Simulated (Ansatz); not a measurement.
This guess for BC₅ is about to be relaxed.

Space group P-6m2 (No. 187). a = 2.856 Å, b = 2.856 Å, c = 13.548 Å, α = 90.00°, β = 90.00°, γ = 120.00°
```csv
atom,site,symmetry,x,y,z
B,1a,-6m2,0.0000,0.0000,0.0000
C,2i,3m.,0.6667,0.3333,0.8534
C,2g,3m.,0.0000,0.0000,0.6761
C,1f,-6m2,0.6667,0.3333,0.5000
```

Computed with DFT PBE, scalar-relativistic, plane waves, PAW in Ansatz 0.2.0. Cutoff 420 eV, Gaussian smearing, Γ-centred meshes. Cell and atoms relax first on a coarse mesh and then on a finer one. In between, the cell is made exact in the group found at 0.06 Å. In metals the finer mesh still leaves noise of several meV/atom or more. The steps can't lower the symmetry of their start. No spin polarisation in the relaxation; trial moments died out in a coarse test.

A guess keeps its type if space group and coordination stay and the shape of the cell changes little (axis ratios within about 15 %, angles within 6°); the volume may change.

**Question.** Will the relaxed cell still be of the starting type?

**Answer.** It doesn't keep its type. The symmetry stays P-6m2 (No. 187). The volume per atom shrinks by 36.7 %, from 16.0 to 10.1 Å³. The shortest distance goes from 2.58 Å (B–C) to 1.38 Å (C–C). The ratio c/a of the conventional cell changes by a factor of 0.83. Counting neighbours within 15 % of an atom's shortest distance, the start has B 12, C 12 and the end B 6, C 1/4/6. In detail, at the end B has 6 C at 1.66 Å; C on a site of symmetry 3m has 1 C at 1.38 Å and 3 B at 1.66 Å; C on a second site of symmetry 3m has 1 C at 1.61 Å and 3 C at 1.71 Å; 1 more site not described.

Space group P-6m2 (No. 187). a = 2.611 Å, b = 2.611 Å, c = 10.269 Å, α = 90.00°, β = 90.00°, γ = 120.00°
| atom | site | symmetry | x | y | z |
| --- | --- | --- | --- | --- | --- |
| B | 1a | -6m2 | 0.0000 | 0.0000 | 0.0000 |
| C | 2i | 3m. | 0.6667 | 0.3333 | 0.9326 |
| C | 2g | 3m. | 0.0000 | 0.0000 | 0.5785 |
| C | 1f | -6m2 | 0.6667 | 0.3333 | 0.5000 |

Formation energies are uncorrected and refer to the elements' standard structures at the same level.

**Question.** At what energy does it end?

**Answer.** +2.14 eV/atom. A positive value: parting into the elements would lower its energy.

The last run used an 18×18×4 mesh (in the run's order of axes) for its 6-atom cell and Gaussian smearing of 0.10 eV. No dispersion correction is applied, so the spacing and binding between layers, chains or molecules are poorly described. An odd number of electrons in the primitive cell allows no gap without spin; a larger cell or a magnetic state could open one. The reference form of C is held partly by dispersion forces, which this level lacks. Symmetry constrained the relaxation, so the result can be a saddle point.

In counts of neighbours, a slash parts the counts of unlike sites.
